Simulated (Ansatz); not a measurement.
Relax this structure to zero stress and force, keeping its symmetry:

Space group Pm-3m (No. 221). a = 3.955 Å, b = 3.955 Å, c = 3.955 Å, α = 90.00°, β = 90.00°, γ = 90.00°
| atom | site | symmetry | x | y | z |
| --- | --- | --- | --- | --- | --- |
| Zr | 1a | m-3m | 0.0000 | 0.0000 | 0.0000 |
| Rh | 3c | 4/mm.m | 0.0000 | 0.5000 | 0.5000 |

All numbers below come from Ansatz, DFT PBEsol, scalar-relativistic, plane waves, PAW.

Plane waves to 420 eV, a k mesh through Γ of 10×10×10 on the computed 4-atom cell and Gaussian smearing (0.10 eV); no spin polarisation.

Task: What does it relax to?

Result: The volume goes down by 0.59 Å³/atom to 14.88 Å³/atom, and the energy falls by 16.2 meV/atom. Final structure:
```yaml
crystal:
  lattice:
    - [3.90416, 0.00000, 0.00000]
    - [0.00000, 3.90416, 0.00000]
    - [0.00000, 0.00000, 3.90416]
  atoms:
    - { symbol: Zr, position: [0.00000, 0.00000, 0.00000] }
    - { symbol: Rh, position: [0.00000, 0.50000, 0.50000] }
    - { symbol: Rh, position: [0.50000, 0.00000, 0.50000] }
    - { symbol: Rh, position: [0.50000, 0.50000, 0.00000] }
```

Cost: 1 run of about 0.63 core-minutes, on Arm Neoverse V2 (shared hosts).